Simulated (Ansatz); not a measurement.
# Ga3Sb: how the plane-wave cutoff moves the results

The calculation used DFT PBEsol, scalar-relativistic, plane waves, PAW (Ansatz 0.2.0).

```
Ga Sb
1.0
    -2.16630    2.23550    4.78378
     2.17681   -2.15945    4.75405
     2.13162    2.12477   -4.74929
Ga Sb
3 1
Direct
  0.73349 0.24705 0.48655
  0.27834 0.74675 0.53601
  0.52464 0.50643 0.04302
  0.99214 0.02016 0.99531
```

```
Γ-centred k-mesh               : 8×8×10
occupation rule                : Gaussian smearing, 0.1 eV
spin treatment                 : unpolarised
valence charge of the PAW sets : Ga 13, Sb 15
```

The atoms are held and the plane-wave cutoff is swept. Energies are extrapolated to zero smearing and count from the reference run, 600 eV. The cell was strained and its atoms displaced at random, so that forces don't vanish. Spin–orbit coupling is left out. Pressure is positive in compression and holds a correction for the finite cutoff (Pulay stress).

Times are rough; the reference took 100 s on 1 thread of Intel(R) Xeon(R) Platinum 8488C (Sapphire Rapids) (shared host), peak memory 1.3 GiB.

One run gave ΔE = 8659 meV/atom and P = -0.86 GPa. Which plane-wave cutoff did it use, of 200, 250, 300, 350, 420?

200 eV. All runs:

```tsv
cutoff (eV)	ΔE (meV/atom)	P (GPa)	largest change of a force component (eV/Å)	plane waves at Γ	wall time (s)
200	8659	-0.86	0.361	571	32
250	1193	-2.59	0.100	825	38
300	106	-3.16	0.017	1043	48
350	5.85	-3.21	0.002	1347	57
420	1.21	-3.24	0.000	1757	77
600	0.00	-3.24	0.000	3007	100
```